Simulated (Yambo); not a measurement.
Yambo run on MoCl$_{6}$ (space group P-31m, No. 162). The wavefunctions are norm-conserving LDA (Quantum ESPRESSO, 80 Ry, without SOC) ones on a 3×3×2 mesh (28 occupied bands); a = b = 6.173 Å, c = 5.666 Å, α = β = 90.00°, γ = 120.00°.

Yambo input:

```
rim_cut
HF_and_locXC
RandQpts= 1000000
RandGvec= 1 Ry
EXXRLvcs= 80 Ry
VXCRLvcs= 320 Ry
% QPkrange
 1 | 1 | 28 | 29 |
 2 | 2 | 28 | 29 |
 5 | 5 | 28 | 29 |
 6 | 6 | 28 | 29 |
%
```

k points by index: 1 = Γ, 2 = A, 5 = K, 6 = H.

The o-*.hf file then holds:

```
#    K-point    Band    Eo [eV]    Ehf [eV]    Vxc [eV]    Vnlxc [eV]
#
    1    28    -0.138826    -3.946181    -14.81379    -18.62114
    1    29    0.944918    5.646832    -16.62157    -11.91966
    2    28    -0.319555    -4.117501    -14.56130    -18.35925
    2    29    1.311143    5.726440    -16.53078    -12.11548
    5    28    0.000000    -4.093344    -14.62975    -18.72310
    5    29    1.162739    5.729051    -16.59034    -12.02403
    6    28    -0.245964    -4.433534    -14.39118    -18.57875
    6    29    1.231140    5.486160    -16.54780    -12.29278
```
Exchange alone, without screening.

Geometry of the Materials Project entry, not relaxed at this level.

The structure is a Materials Project entry; no match was found in the copy of COD used, and its stability was not checked.
